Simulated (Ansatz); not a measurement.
Cu Kα1 powder pattern (kinematic, no thermal factors).
2θ (°) (relative intensity): 21.43 (2, 1 1 0), 26.33 (100, 1 1 1), 34.20 (3, 2 1 0), 37.58 (2, 2 1 1), 43.67 (75, 2 2 0), 51.72 (45, 3 1 1), 63.47 (12, 4 0 0), 65.67 (1, 3 2 2), 69.95 (17, 3 3 1), 80.21 (23, 4 2 2), 86.20 (13, 5 1 1)

The pattern is computed from a structure relaxed with Ansatz, DFT PBE, scalar-relativistic, plane waves, PAW. No spin polarisation. Its elements are As, Ga, In.

Task: Give the structure.

Result: InGa$_{3}$As$_{4}$.
Space group P-43m (No. 215). a = 5.858 Å, b = 5.858 Å, c = 5.858 Å, α = 90.00°, β = 90.00°, γ = 90.00°
```csv
atom,site,symmetry,x,y,z
In,1a,-43m,0.0000,0.0000,0.0000
Ga,3c,-42.m,0.5000,0.0000,0.5000
As,4e,.3m,0.2594,0.7406,0.7406
```

A pattern alone doesn't exclude other cells with like lines; this is the one computed.

It was reached by relaxing an invented guess, and it needn't be the stable form of this composition.
